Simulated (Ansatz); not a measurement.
This guess for GeCl5 is about to be relaxed.

```cif
data_structure
_symmetry_space_group_name_H-M 'F-43m'
_symmetry_Int_Tables_number 216
_cell_length_a 9.0057
_cell_length_b 9.0057
_cell_length_c 9.0057
_cell_angle_alpha 90.000
_cell_angle_beta 90.000
_cell_angle_gamma 90.000
_cell_volume 730.38
loop_
_atom_site_label
_atom_site_type_symbol
_atom_site_symmetry_multiplicity
_atom_site_Wyckoff_symbol
_atom_site_fract_x
_atom_site_fract_y
_atom_site_fract_z
_atom_site_occupancy
Ge1 Ge 4 a 0.00000 0.00000 0.00000 1
Cl1 Cl 4 c 0.25000 0.25000 0.25000 1
Cl2 Cl 16 e 0.62500 0.12500 0.12500 1
```

Method: Ansatz, DFT PBE, scalar-relativistic, plane waves, PAW. Cutoff 420 eV, Gaussian smearing, Γ-centred meshes. Cell and atoms relax first on a coarse mesh and then on a finer one. In between, the cell is made exact in the group found at 0.06 Å. In metals the finer mesh still leaves noise of several meV/atom or more. The steps can't lower the symmetry of their start. No spin polarisation.

A guess keeps its type if space group and coordination stay and the shape of the cell changes little (axis ratios within about 15 %, angles within 6°); the volume may change.

Question: Will the relaxed cell still be of the starting type?

Answer: It keeps its type. The symmetry stays F-43m (No. 216). The volume per atom shrinks by 26.9 %, from 30.4 to 22.2 Å³. The shortest distance goes from 3.18 Å (Cl–Cl) to 2.87 Å (Cl–Cl). Counting neighbours within 15 % of an atom's shortest distance, the start has Cl 6/16, Ge 16 and the end Cl 6/16, Ge 16.

Energies over the elements count from the elements' standard structures at the same level (Cl₂ as a molecule), with no fitted energy shifts.

Question: At what energy does it end?

Answer: +0.44 eV/atom. It can't be a ground state, since the elements alone are lower.

The last run used an 8×8×8 mesh for its 6-atom cell and Gaussian smearing of 0.10 eV. An odd number of electrons in the primitive cell allows no gap without spin; a larger cell or a magnetic state could open one. Ge stands nearly free of neighbours here, and without spin polarisation the energy of such atoms comes out too high. The cell is a metal run without spin; a magnetic state may lie lower. Symmetry constrained the relaxation, so the result can be a saddle point. Another cell of GeCl5 relaxed alike, in P6/mmm, lies 0.61 eV/atom lower, so this cell isn't the stable form at this level.

In counts of neighbours, a slash parts the counts of unlike sites.
